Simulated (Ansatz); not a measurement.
Relaxation of a relaxed Al cell, doubled along one cell vector, shaken by Gaussian noise of σ = 0.08 Å a coordinate; 6 atoms in the cell, which starts as P1 (No. 1), aP6; a = b = 4.5469 Å, c = 5.5176 Å, α = β = 90.00°, γ = 120.00°. Level of theory: r2SCAN (plane waves to 500 eV, PAW, scalar-relativistic; Ansatz, a quantum-chemistry and plane-wave program). Γ-centred k-mesh 8×8×6 on the run's cell (coarser than for final values), Fermi–Dirac smearing 0.05 eV. This is the first round of the run. 

The optimiser's lines from the output (shortened; P is positive under compression):

```
relax step   1: F+E_penalty+E_count = -3241.30864887 eV  Δ(F+E_penalty+E_count) = +0.000e0 eV  max|allowed force component| = 1.037e0 eV/Å  Δτ_max = 0.0000 Å  P = +1.650 GPa  Ω = 98.789 Å³  (7 SCF iters, dr2 threshold 1.00e-7 eV, accepted)
relax step   2: F+E_penalty+E_count = -3241.58276651 eV  Δ(F+E_penalty+E_count) = -2.741e-1 eV  max|allowed force component| = 3.509e-1 eV/Å  Δτ_max = 0.1628 Å  P = +2.678 GPa  Ω = 95.830 Å³  (5 SCF iters, dr2 threshold 6.00e-7 eV, accepted)
relax step   3: F+E_penalty+E_count = -3241.70270331 eV  Δ(F+E_penalty+E_count) = -1.199e-1 eV  max|allowed force component| = 1.466e-1 eV/Å  Δτ_max = 0.2000 Å  P = -0.842 GPa  Ω = 99.014 Å³  (5 SCF iters, dr2 threshold 6.00e-7 eV, accepted)
relax step   4: F+E_penalty+E_count = -3241.80736095 eV  Δ(F+E_penalty+E_count) = -1.047e-1 eV  max|allowed force component| = 5.896e-2 eV/Å  Δτ_max = 0.2000 Å  P = -0.667 GPa  Ω = 98.062 Å³  (5 SCF iters, dr2 threshold 6.00e-7 eV, accepted)
relax step   5: F+E_penalty+E_count = -3241.80288505 eV  Δ(F+E_penalty+E_count) = +4.476e-3 eV  max|allowed force component| = 4.246e-1 eV/Å  Δτ_max = 0.1939 Å  P = +2.855 GPa  Ω = 95.103 Å³  (5 SCF iters, dr2 threshold 6.00e-7 eV, rejected (line search))
relax step   6: F+E_penalty+E_count = -3241.86822466 eV  Δ(F+E_penalty+E_count) = -6.086e-2 eV  max|allowed force component| = 2.512e-2 eV/Å  Δτ_max = 0.0356 Å  P = +0.079 GPa  Ω = 97.029 Å³  (8 SCF iters, accepted)
relax step   7: F+E_penalty+E_count = -3241.96138204 eV  Δ(F+E_penalty+E_count) = -9.316e-2 eV  max|allowed force component| = 4.336e-2 eV/Å  Δτ_max = 0.0167 Å  P = +0.509 GPa  Ω = 96.538 Å³  (5 SCF iters, dr2 threshold 6.00e-7 eV, accepted)
relax step   8: F+E_penalty+E_count = -3242.13221450 eV  Δ(F+E_penalty+E_count) = -1.708e-1 eV  max|allowed force component| = 1.165e-1 eV/Å  Δτ_max = 0.0216 Å  P = +0.897 GPa  Ω = 95.865 Å³  (5 SCF iters, dr2 threshold 6.00e-7 eV, accepted)
relax step   9: F+E_penalty+E_count = -3242.33192038 eV  Δ(F+E_penalty+E_count) = -1.997e-1 eV  max|allowed force component| = 1.296e-1 eV/Å  Δτ_max = 0.0066 Å  P = +1.182 GPa  Ω = 94.966 Å³  (5 SCF iters, dr2 threshold 6.00e-7 eV, accepted)
relax step  10: F+E_penalty+E_count = -3242.39932548 eV  Δ(F+E_penalty+E_count) = -6.741e-2 eV  max|allowed force component| = 4.091e-3 eV/Å  Δτ_max = 0.0368 Å  P = -0.040 GPa  Ω = 95.815 Å³  (5 SCF iters, dr2 threshold 6.00e-7 eV, accepted)
relax step  11: F+E_penalty+E_count = -3242.43627338 eV  Δ(F+E_penalty+E_count) = -3.695e-2 eV  max|allowed force component| = 3.900e-2 eV/Å  Δτ_max = 0.0066 Å  P = +0.770 GPa  Ω = 94.770 Å³  (5 SCF iters, dr2 threshold 6.00e-7 eV, accepted)
relax step  12: F+E_penalty+E_count = -3242.44876484 eV  Δ(F+E_penalty+E_count) = -1.249e-2 eV  max|allowed force component| = 2.836e-2 eV/Å  Δτ_max = 0.0093 Å  P = -0.155 GPa  Ω = 95.672 Å³  (4 SCF iters, dr2 threshold 6.00e-7 eV, accepted)
relax step  13: F+E_penalty+E_count = -3242.44696025 eV  Δ(F+E_penalty+E_count) = +1.805e-3 eV  max|allowed force component| = 5.616e-3 eV/Å  Δτ_max = 0.0055 Å  P = +0.032 GPa  Ω = 95.497 Å³  (5 SCF iters, dr2 threshold 6.00e-7 eV, rejected (line search))
relax step  14: F+E_penalty+E_count = -3242.45463295 eV  Δ(F+E_penalty+E_count) = -5.868e-3 eV  max|allowed force component| = 6.553e-3 eV/Å  Δτ_max = 0.0034 Å  P = -0.061 GPa  Ω = 95.543 Å³  (6 SCF iters, accepted)
relax step  15: F+E_penalty+E_count = -3242.45504933 eV  Δ(F+E_penalty+E_count) = -4.164e-4 eV  max|allowed force component| = 7.932e-3 eV/Å  Δτ_max = 0.0024 Å  P = +0.095 GPa  Ω = 95.384 Å³  (3 SCF iters, dr2 threshold 1.78e-7 eV, accepted)
relax step  16: F+E_penalty+E_count = -3242.45510780 eV  Δ(F+E_penalty+E_count) = -5.847e-5 eV  max|allowed force component| = 3.236e-4 eV/Å  Δτ_max = 0.0014 Å  P = +0.018 GPa  Ω = 95.463 Å³  (3 SCF iters, dr2 threshold 5.11e-8 eV, accepted)
relax step  17: F+E_penalty+E_count = -3242.45511418 eV  Δ(F+E_penalty+E_count) = -6.377e-6 eV  max|allowed force component| = 4.826e-5 eV/Å  Δτ_max = 0.0001 Å  P = -0.002 GPa  Ω = 95.487 Å³  (3 SCF iters, dr2 threshold 9.75e-9 eV, accepted)
relax step  18: F+E_penalty+E_count = -3242.45511710 eV  Δ(F+E_penalty+E_count) = -2.917e-6 eV  max|allowed force component| = 1.149e-4 eV/Å  Δτ_max = 0.0000 Å  P = -0.001 GPa  Ω = 95.485 Å³  (3 SCF iters, dr2 threshold 1.73e-9 eV, accepted)
relax step  19: F+E_penalty+E_count = -3242.46528241 eV  Δ(F+E_penalty+E_count) = -1.017e-2 eV  max|allowed force component| = 1.142e-4 eV/Å  Δτ_max = 0.0000 Å  P = +0.119 GPa  Ω = 95.485 Å³  stress off target by 3.52e-1 GPa  SCF on the basis re-selected at this cell (its energy is not comparable with the rows above)  (6 SCF iters)
relax step  20: F+E_penalty+E_count = -3242.46558958 eV  Δ(F+E_penalty+E_count) = -3.072e-4 eV  max|allowed force component| = 7.593e-4 eV/Å  Δτ_max = 0.0002 Å  P = -0.002 GPa  Ω = 95.619 Å³  (3 SCF iters, dr2 threshold 3.10e-7 eV, accepted)
relax step  21: F+E_penalty+E_count = -3242.46562901 eV  Δ(F+E_penalty+E_count) = -3.943e-5 eV  max|allowed force component| = 1.003e-4 eV/Å  Δτ_max = 0.0002 Å  P = +0.003 GPa  Ω = 95.617 Å³  (3 SCF iters, dr2 threshold 2.04e-8 eV, accepted)
relax step  22: F+E_penalty+E_count = -3242.46563117 eV  Δ(F+E_penalty+E_count) = -2.153e-6 eV  max|allowed force component| = 3.537e-5 eV/Å  Δτ_max = 0.0000 Å  P = +0.001 GPa  Ω = 95.621 Å³  (3 SCF iters, dr2 threshold 1.96e-9 eV, accepted)
relax step  23: F+E_penalty+E_count = -3242.46563370 eV  Δ(F+E_penalty+E_count) = -2.530e-6 eV  max|allowed force component| = 3.519e-5 eV/Å  Δτ_max = 0.0000 Å  P = +0.001 GPa  Ω = 95.621 Å³  stress off target by 2.97e-3 GPa  SCF on the basis re-selected at this cell (its energy is not comparable with the rows above)  (3 SCF iters)
```

From the first to the last row the energy changes by -0.19 eV/atom and the volume by -3.2 %. The last row is marked as not comparable with the walk above it, whose basis was carried along; it does compare with step 1, since both stand on a basis selected at the nominal cutoff for their own cell.

Steps 5, 13 were rejected by the optimiser.

Later rounds, restarted from the end of this one on a renewed k-mesh, logged 13 more steps and released under 0.01 eV/atom more. The final structure after all rounds: Fm-3m (No. 225), cF4, fcc (Cu type); a = b = c = 3.993 Å, α = β = γ = 90.00°. Between re-selections the logged energies stand on a plane-wave basis carried along with the cell. No spin polarisation in the result.

Of the parent cell (P6/mmm (No. 191)): it is a generated cell of Al: the first start was made by placing the elements on the sites of a structure type, and the end was not matched to a known phase here, so it may be hypothetical. Known forms of Al include space group No. 225.
